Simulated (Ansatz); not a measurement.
SiO₂: the gap against volume

SiO₂, Ia-3, a = 8.386 Å. This isn't the usual stable structure of the compound. Ansatz: LDA, PAW, 420 eV, Γ-centred 4×4×4 mesh on 24 atoms, Gaussian smearing 0.02 eV; no spin polarisation. Shape and atoms are relaxed at each volume; x = ln(V/V0) with V0 = 12.288 Å³/atom. The gap is read at the mesh points alone.

```
      x gap y (eV)
-0.1278       6.224
-0.0943       6.131
-0.0619       6.040
-0.0305           ?
 0.0000       5.810
 0.0296       5.665
 0.0583       5.518
 0.0953       5.315
```

Question: Fit a straight line to the other rows, give the volume deformation potential of the gap and its pressure coefficient, and predict the missing gap. B0 = 47.0 GPa.

Answer: Means x = -0.01440, y = 5.8147; Σ(Δx)² = 0.04096, ΣΔxΔy = -0.1654; the slope is their ratio. y = 5.7566 − 4.0386 x. The slope is the deformation potential a = dE_g/d ln V = -4.04 eV, and dE_g/dP = −a/B0 = 85.9 meV/GPa. These are means over the range: the known rows next to V0 give a = -4.9 eV and 105 meV/GPa, nearer the values at zero pressure. With a term in x² added, the coefficient of x becomes -4.338, 7 % more, which shows how far this figure hangs on the form. At x = -0.0305 the fit asked for gives 5.880 eV. The run gave 5.949 eV, so the fit is 0.069 eV too low, within twice the rms miss on the fitted rows (0.039 eV): the form describes this series only roughly. Note that the valence top alone leaves its trend there, by 0.03 eV and at the same point of the zone, as when another band takes over that edge.

Semilocal functionals give gaps under the measured ones; changes of the gap mostly carry over better.

Cost: 8 runs of about 19 core-minutes in all, on Intel Xeon Processor @ 2.50GHz (Skylake/Cascade Lake) (shared hosts).